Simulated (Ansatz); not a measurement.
Input:

CuCl:
```cif
data_ClCu
_chemical_formula_sum 'Cu1 Cl1'
_space_group_name_H-M_alt 'P 1'
_space_group_IT_number 1
_cell_length_a 3.68245
_cell_length_b 3.68245
_cell_length_c 3.68245
_cell_angle_alpha 60.000
_cell_angle_beta 60.000
_cell_angle_gamma 60.000
loop_
_space_group_symop_operation_xyz
  'x, y, z'
loop_
_atom_site_label
_atom_site_type_symbol
_atom_site_fract_x
_atom_site_fract_y
_atom_site_fract_z
_atom_site_occupancy
Cu1 Cu 0.00000 0.00000 0.00000 1
Cl1 Cl 0.75000 0.75000 0.75000 1
```

This is the LDA-relaxed structure.

Question: All from plane-wave PAW LDA (Ansatz code), unless another level is named. Predict the largest static χ(2) component.

Answer: 210 pm/V.

Question: Next, the static dielectric constant ε0 (ions relaxed, cell fixed)?

Answer: 7.35.

Question: Give the Born charges (a third of the trace).

Answer: Cu +1.01, Cl -1.01 e.

Space group F-43m (zinc blende). Symmetry was held in the LDA relaxation; phonons on a q-mesh show no instability. The run is not spin-polarised.

Potentials: the later of the program's two PAW sets.
